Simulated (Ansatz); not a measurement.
MgTe:
```yaml
crystal:
  lattice:
    - [0.00000, 3.21948, 3.21948]
    - [3.21948, 0.00000, 3.21948]
    - [3.21948, 3.21948, 0.00000]
  atoms:
    - { symbol: Mg, position: [0.00000, 0.00000, 0.00000] }
    - { symbol: Te, position: [0.25000, 0.25000, 0.25000] }
```

Relaxed with PBEsol. Special points in fractions of this cell's reciprocal vectors: Γ (0.000, 0.000, 0.000); X (0.500, 0.000, 0.500); U (0.625, 0.250, 0.625); K (0.375, 0.375, 0.750); L (0.500, 0.500, 0.500); W (0.500, 0.250, 0.750).

Problem. List the band energies nearest the valence-band maximum at these points for the program Ansatz at the PBEsol level (PAW).

Solution. In eV from the valence-band maximum; about four levels below and three above (degenerate sets whole), none deeper than 8.9 eV; points with the same levels are listed once.

```tsv
k	below	above
Γ	0.00 0.00 0.00	2.35 5.45 5.45 5.45
X	-3.09 -1.20 -1.20	2.71 3.49 9.60 9.60
U	-2.83 -1.99 -0.97	3.36 5.18 7.89
L	-3.28 -0.42 -0.42	3.18 5.49 5.49
W	-2.72 -1.93 -1.49	4.47 5.67 6.15
```

Space group F-43m (zinc blende). The PBEsol relaxation kept the symmetry of its start. Scalar-relativistic: spin–orbit coupling is off unless named, which matters more the heavier the elements.

Potentials: the later of the program's two PAW sets.
